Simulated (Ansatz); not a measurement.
An Ansatz input:

```yaml
crystal:
  lattice:
    - [-4.3744691801, 4.375100699, 1.8121389713]
    - [4.375100699, -4.3744691801, 1.8121389713]
    - [2.365266182, 2.365266182, -1.8109823432]
  atoms:
    - { symbol: Yb, position: [4.1093e-06, 0.9999958907, 1.0] }
    - { symbol: Yb, position: [0.7499958907, 0.2500041093, 0.5] }
hamiltonian:
  xc: r2scan
  pseudopotentials:
    kind: paw
    azcp:
      Yb: "pseudopotentials/Yb.paw.azcp"
basis:
  ecutwfc: 500
  fft_grid_basis: typed
kpoints:
  mp_grid: { grid: [12, 12, 11], shift: [0, 0, 0] }
magnetization:
  spin_polarized: false
scf:
  occupations: { method: fermi_dirac, width: 0.1 }
  lower_state_search: "off"
output:
  stress: true
```

and its output:

```
band count auto-derived: 30, from the close of a first SCF at 29 (N_el = 48.0; filled up to band 24; 29 by the electrons, moments and atoms)
Engine: ansatz 0.2.0, x86_64-unknown-linux-gnu
Pseudopotentials: kind: paw
Pseudopotential: Yb, paw, valence charge 24, recommended cutoff 500 eV (meta_gga) 
Functional definition: r2SCAN
  parameter k0 = 0.174
  parameter k1 = 0.065
  parameter a1 = 4.9479
  exchange = r2scan_x(k0 = k0, k1 = k1, a1 = a1)
  correlation = r2scan_c
Crystal: 2 atoms, lattice volume = 75.015 Å³
Basis set: ecut = 500 eV, 1917 PW (Γ), exchange–correlation on 192×192×120 points (64 copies of the dense FFT grid, shifted against one another)
Bands: 29, of which v1, the nominal top of the filled ones, is band 24 counted from 1 (23 counted from 0)
Symmetry: 4 space group operations
Space group: C2/c (ITA 15), of the structure as read, at distance tolerance 4.2e-5 Å
k-points: 433 of 1584
Non-local potential: Yb, projectors of the file, l = 0: 3, l = 1: 2, l = 2: 2, l = 3: 3
PAW form: soft (Blöchl's): semilocal exchange-correlation on the pseudo side does not see the compensation charge
PAW frozen core: Yb, regenerated for the run's functional (the file was generated under x = pbe(κ = 0.804, μ = 0.2195149727645171), c = pbe(β = 0.06672455060314922))
PAW one-centre angular grid: Yb, 2702 points (default); XC on 160 Gauss nodes
Initial density: superposition of atomic densities (neutral atoms: chi_scale 0, normalization atom), corrected by the library's trained network
Initial wavefunctions: pseudopotential atomic-orbital guess
Functional: x = r2scan, c = r2scan; τ floored in thin density (d = 2e-4 eV/Å³)
SCF iter   1: F=-27610.305161 eV  HF=-27611.756215 eV  |F-HF|=1.45e0  |Δ(HF+E_count)|=         —  Δρ=3.59e-2  dr2=8.32e-1  dr2_τ=2.65e-3  ethr=1.77e-3  ⟨swp⟩=5.4  Hψ=49297  notcnv=0
SCF iter   2: F=-27539.892452 eV  HF=-27614.336834 eV  |F-HF|=7.44e1  |Δ(HF+E_count)|=    2.58e0  Δρ=2.90e-1  dr2=5.14e1  dr2_τ=5.87e-2  ethr=1.73e-3  ⟨swp⟩=4.9  Hψ=38463  notcnv=0  defer=183  recentre
SCF iter   3: F=-27610.987162 eV  HF=-27611.708458 eV  |F-HF|=7.21e-1  |Δ(HF+E_count)|=    2.63e0  Δρ=2.58e-2  dr2=4.35e-1  dr2_τ=1.90e-3  ethr=1.73e-3  ⟨swp⟩=3.9  Hψ=39855  notcnv=0
SCF iter   4: F=-27611.654541 eV  HF=-27611.657512 eV  |F-HF|=2.97e-3  |Δ(HF+E_count)|=   5.09e-2  Δρ=4.12e-3  dr2=1.15e-2  dr2_τ=2.55e-4  ethr=9.07e-4  ⟨swp⟩=3.1  Hψ=25597  notcnv=0
SCF iter   5: F=-27611.658115 eV  HF=-27611.662323 eV  |F-HF|=4.21e-3  |Δ(HF+E_count)|=   4.81e-3  Δρ=3.24e-3  dr2=7.27e-3  dr2_τ=7.86e-5  ethr=2.39e-5  ⟨swp⟩=2.2  Hψ=18650  notcnv=0
SCF iter   6: F=-27611.615122 eV  HF=-27611.665722 eV  |F-HF|=5.06e-2  |Δ(HF+E_count)|=   3.40e-3  Δρ=8.04e-3  dr2=4.02e-2  dr2_τ=3.95e-5  ethr=1.51e-5  ⟨swp⟩=2.6  Hψ=26033  notcnv=0  recentre
Error: SIGTERM received: cancelled by the caller after 6 completed SCF iterations
```

The run was cut off at its time limit.
